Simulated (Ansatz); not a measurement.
Y: from a trial structure to a relaxed crystal

Level of theory: Ansatz, DFT r2SCAN, scalar-relativistic, plane waves, PAW. Cutoff 500 eV, Γ-centred k mesh, Gaussian smearing, no spin polarisation in the final step.

Y was placed on the alpha-gallium structure type (Cmce, No. 64), at a guessed volume.

```xyz
4
Lattice="2.7519 -4.6640 0.0000 2.7519 4.6640 0.0000 0.0000 0.0000 5.5112" Properties=species:S:1:pos:R:3 pbc="T T T"
Y     2.7519    3.2415    0.4326
Y     2.7519   -1.4225    2.3230
Y     2.7519   -3.2415    5.0785
Y     2.7519    1.4225    3.1882
```

Cell and atoms relax at zero pressure; the relaxation can't lower the symmetry of the start.

Task: Describe the relaxed structure.

Result: It ends in Fmmm (No. 69). Conventional cell: a = 3.757 Å, b = 5.775 Å, c = 12.471 Å. Around Y lie 7 Y at 3.35–3.46 Å, 2 Y at 3.76 Å and 2 Y at 4.01 Å.

```xyz
2
Lattice="0.0000 2.8873 6.2353 1.8787 0.0000 6.2353 1.8787 2.8873 0.0000" Properties=species:S:1:pos:R:3 pbc="T T T"
Y     1.8787    2.8873    1.7288
Y     1.8787    2.8873   10.7419
```

Task: What are its volume, density and gap?

Result: The volume per atom is 33.82 Å³ and the density is 4.36 g/cm³. The gap on the 10×10×12 mesh is 0 eV (a metal).

The final run used a 10×10×12 mesh on its 4-atom cell and 0.10 eV smearing. A structure relaxed within its symmetry needn't be a true minimum. The steps took roughly 10 core-minutes in all.